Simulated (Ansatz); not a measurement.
## MgZn2O3: computed property card

MgZn2O3:
```yaml
crystal:
  lattice:
    - [2.97170, 0.00000, 0.00000]
    - [-1.48585, 2.57357, 0.00000]
    - [0.00000, 0.00000, 7.24111]
  atoms:
    - { symbol: Mg, position: [0.00000, 0.00000, 0.00000] }
    - { symbol: Zn, position: [0.33333, 0.66667, 0.66840] }
    - { symbol: Zn, position: [0.66667, 0.33333, 0.33160] }
    - { symbol: O, position: [0.33333, 0.66667, 0.16175] }
    - { symbol: O, position: [0.66667, 0.33333, 0.83825] }
    - { symbol: O, position: [0.00000, 0.00000, 0.50000] }
```

Space group P-3m1 (No. 164); conventional cell a = b = 2.972 Å, c = 7.241 Å, α = β = 90.00°, γ = 120.00°.

Method: LDA in the plane-wave PAW code Ansatz. Structure relaxed to zero pressure with the same functional. Other levels are named where they apply.

**Cell and energy**

Volume per atom: 9.23 Å³
Density: 6.09 g/cm³
Formation energy from the elements (no fitted shifts): -1.92 eV/atom

**Electronic structure**

- Band gap: 2.14 eV (direct)
- Valence-band maximum: at Γ
- Conduction-band minimum: at Γ
- Electron effective mass: 0.26 mₑ (isotropic)
- Hole effective mass, band 1 of 2 at the edge: 3.2 along x, 3.4 along z (mₑ)
- Hole effective mass, band 2 of 2 at the edge: 0.44 along x, 3.4 along z (mₑ)

**Mechanics**

* **Bulk modulus (Birch–Murnaghan fit)**: 1950 kbar
* **Pressure derivative B′**: 4.4
* **Elastic constants (relaxed ions, GPa)**: C11 = 328, C12 = 133, C13 = 123, C14 = 20.8, C33 = 338, C44 = 74.2
* **Mechanical stability**: stable (all eigenvalues of C positive)
* **Hill bulk and shear moduli**: 195 and 86.9 GPa
* **Young's modulus**: 227 GPa
* **Poisson's ratio**: 0.31
* **Debye temperature from the elastic constants**: 599 K

**Dielectric response**

* **Electronic dielectric constant ε∞ (DFPT)**: 4.44 (xx = yy), 4.32 (zz)
* **Static dielectric constant ε0 (ions relaxed, cell fixed)**: 19.4 (xx = yy), 16.5 (zz)
* **Born charges (a third of the trace)**: Mg +2.17, Zn +2.27, O -2.27 to -2.22 e

**Phonons**

Highest zone-centre frequency (without LO–TO term): 577 cm⁻¹
Zone-centre stability: no imaginary mode at Γ
Dynamical stability on the path: stable (no imaginary branch)
Zero-point energy: 58.3 meV/atom
Vibrational entropy at 300 K: 20.1 J/(K·mol of atoms)

The first step of the workflow began from a Materials Project structure, measured or hypothetical; the Crystallography Open Database copy checked does not list it. With Mg and Zn taken as one species the cell has the higher symmetry Fm-3m, so it may be an ordered model of a mixed-site phase. Its standing as an ambient phase is unchecked. Symmetry was held in the LDA relaxation. The references are the lowest solids computed at this level, not always the standard phases (solids in place of the gases).

Potentials: the later of the program's two PAW sets.
